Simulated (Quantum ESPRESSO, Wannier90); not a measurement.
Wannierisation of CsCl (CsCl type)

Structure: Materials Project mp-22865, symmetrised, not relaxed again. COD (Crystallography Open Database) has the formula in 2 space groups, this one among them (matched by group alone). Level: PBEsol, no spin polarisation, no spin-orbit coupling; pw.x of Quantum ESPRESSO at 47 Ry with PseudoDojo potentials, 8×8×8 k-points, Wannier90. Density: 8×8×8 mesh, cold smearing 0.01 Ry. Spin-orbit coupling is left out although heavy elements are present.

```
begin unit_cell_cart
ang
    4.1437000000    0.0000000000    0.0000000000
    0.0000000000    4.1437000000    0.0000000000
    0.0000000000    0.0000000000    4.1437000000
end unit_cell_cart
mp_grid = 8 8 8
```

Neighbour vectors b of the finite-difference formula (Å⁻¹), by shell:

| shell | b_x | b_y | b_z |
|---|---|---|---|
| 1 | 0.00000 | 0.00000 | 0.18954 |
| 1 | 0.00000 | 0.18954 | 0.00000 |
| 1 | 0.18954 | 0.00000 | 0.00000 |
| 1 | 0.00000 | 0.00000 | -0.18954 |
| 1 | 0.00000 | -0.18954 | 0.00000 |
| 1 | -0.18954 | 0.00000 | 0.00000 |

Question: Find the weights w_b from the completeness condition Σ_b w_b b_α b_β = δ_αβ.

Answer: Shell 1: Σ b_x² = 0.072, Σ b_y² = 0.072, Σ b_z² = 0.072 Å⁻²
Each of the three diagonal sums, weighted, has to give 1 and the off-diagonal ones 0, which holds for w_1 = 13.9 Å². Check on xx: 13.92×0.072 = 1.00.

On this mesh the 4 functions of bands 2,6-8 (valence bands; start: SCDM (isolated), conv_tol = 1.0e-6) end with spreads 1.4693, 1.4687, 1.4690, 1.4774 Å², Ω_I = 5.1570 Å² and Ω_D = 0.0003 Å².

Ω_total is the sum of the spreads, 5.884 Å². Ω_OD = Ω_total − Ω_I − Ω_D = 0.727 Å². Only (Ω_D + Ω_OD)/Ω_total = 12.4 % depends on the gauge, and another start could lower the total by that share at most. The rms radius is √(Ω_total/4) = 1.21 Å.
